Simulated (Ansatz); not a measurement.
Starting cell, BN (zinc blende):

```yaml
crystal:
  lattice:
    - [0.00000, 3.60973, 3.60973]
    - [1.80487, 0.00000, 1.80487]
    - [1.80487, 1.80487, 0.00000]
  atoms:
    - { symbol: N, position: [0.37500, 0.75000, 0.75000] }
    - { symbol: N, position: [0.87500, 0.75000, 0.75000] }
    - { symbol: B, position: [0.00000, 0.00000, 0.00000] }
    - { symbol: B, position: [0.50000, 0.00000, 0.00000] }
```

The atoms are displaced by Q × the pattern below (from a DFPT mode at L = (0.5, 0.0, 0.0), largest move 1; Q in Å), at fixed cell. It is one choice among 2 degenerate patterns. (q is in reciprocal vectors of the primitive cell; the cell shown is doubled to hold the pattern.)

| atom | x | y | z |
|---|---|---|---|
| N1 | 0.217 | -0.395 | 0.611 |
| N2 | -0.217 | 0.395 | -0.611 |
| B3 | 0.285 | -0.520 | 0.805 |
| B4 | -0.285 | 0.520 | -0.805 |

Method: r2SCAN (plane waves to 500 eV, PAW, scalar-relativistic; Ansatz, a quantum-chemistry and plane-wave program). k mesh 8×16×16 (Γ-centred), Fermi-Dirac smearing 0.05 eV. Energies are smeared free energies. BN was relaxed with its symmetry unable to fall. ΔE is measured from the undisplaced structure.

| Q (Å) | ΔE (meV/cell) |
|---|---|
| -0.100 | 666 |
| -0.067 | 296 |
| -0.033 | 74 |
| 0.000 | 0 |
| 0.033 | 74 |
| 0.067 | 296 |
| 0.100 | 666 |

Question: Which DFPT wavenumber at L = (0.5, 0.0, 0.0) belongs to this mode?
(A) 1158 cm⁻¹
(B) 498 cm⁻¹
(C) 979 cm⁻¹

Answer: C, 979 cm⁻¹. The curvature of the scan gives 979 cm⁻¹

(A displaced cell: forces are minus the slopes of the energy, force constants its curvatures, and phonons follow from these.)
